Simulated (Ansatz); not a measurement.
Relaxed LiF (rock salt):

```yaml
crystal:
  lattice:
    - [0.00000, 3.99020, 3.99020]
    - [1.99510, 1.99510, 3.99020]
    - [1.99510, 1.99510, 0.00000]
  atoms:
    - { symbol: F, position: [0.00000, 0.00000, 0.00000] }
    - { symbol: F, position: [0.50000, 0.00000, 0.00000] }
    - { symbol: Li, position: [0.00000, 0.50000, 0.50000] }
    - { symbol: Li, position: [0.50000, 0.50000, 0.50000] }
```

The atoms are displaced by Q × the pattern below (from a DFPT mode at X = (0.5, 0.5, 0.0), largest move 1; Q in Å), at fixed cell. It is one choice among 2 degenerate patterns. (q is in reciprocal vectors of the primitive cell; the cell shown is doubled to hold the pattern.)

| atom | x | y | z |
|---|---|---|---|
| F1 | 0.000 | -0.229 | 0.000 |
| F2 | 0.000 | 0.229 | 0.000 |
| Li3 | 0.000 | -1.000 | 0.000 |
| Li4 | 0.000 | 1.000 | 0.000 |

Method: r2SCAN (plane waves to 500 eV, PAW, scalar-relativistic; Ansatz, a first-principles code). k mesh 14×14×14 (Γ-centred), Fermi-Dirac smearing 0.05 eV. LiF was relaxed with its symmetry unable to fall. 

```tsv
Q (Å)	−dE/dQ from forces (eV/Å)
-0.180	1.833
-0.150	1.394
-0.120	1.030
-0.090	0.724
-0.060	0.460
-0.030	0.223
0.000	0.000
0.030	-0.223
0.060	-0.460
0.090	-0.724
0.120	-1.030
0.150	-1.394
0.180	-1.833
```

Question: What harmonic wavenumber does the curvature at Q = 0 give?

Answer: 355 cm⁻¹. E″ = 7.36 eV/Å², M = Σ mᵢ|uᵢ|² = 15.9 u, ν̃ = 521.5·√(|E″|/M).

(For displaced atoms, the force is minus the slope of the energy, and its curvature is a force constant, which sets phonon frequencies.)
